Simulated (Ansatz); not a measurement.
Here is the system:

NiBi:
```xyz
4
Lattice="4.1100 0.0000 0.0000 -2.0550 3.5594 0.0000 0.0000 0.0000 5.1590" Properties=species:S:1:pos:R:3 pbc="T T T"
Ni     0.0000     0.0000     2.5795
Ni     0.0000     0.0000     0.0000
Bi     0.0000     2.3729     1.2897
Bi     2.0550     1.1865     3.8692
```

This is the PBEsol-relaxed structure.

Problem. All from DFT-PBEsol in the program Ansatz with PAW potentials, unless another level is named. Estimate the highest zone-centre frequency.

Solution. 220 cm⁻¹.

Problem. Next, the Young's modulus?

Solution. 115 GPa.

Space group P6_3/mmc (NiAs type). The workflow started from a Materials Project entry (that database holds measured and hypothetical structures alike); the Crystallography Open Database copy checked does not list it. Its standing as an ambient phase is unchecked. Symmetry was held in the PBEsol relaxation; of distortions, only those at the zone centre were tested. The run is not spin-polarised. As this level gives no gap, phonon frequencies hold no LO–TO term and depend on the k-mesh and smearing (Fermi–Dirac, 0.1 eV here). Spin–orbit coupling is left out wherever it is not named.

Potentials: the later of the program's two PAW sets.
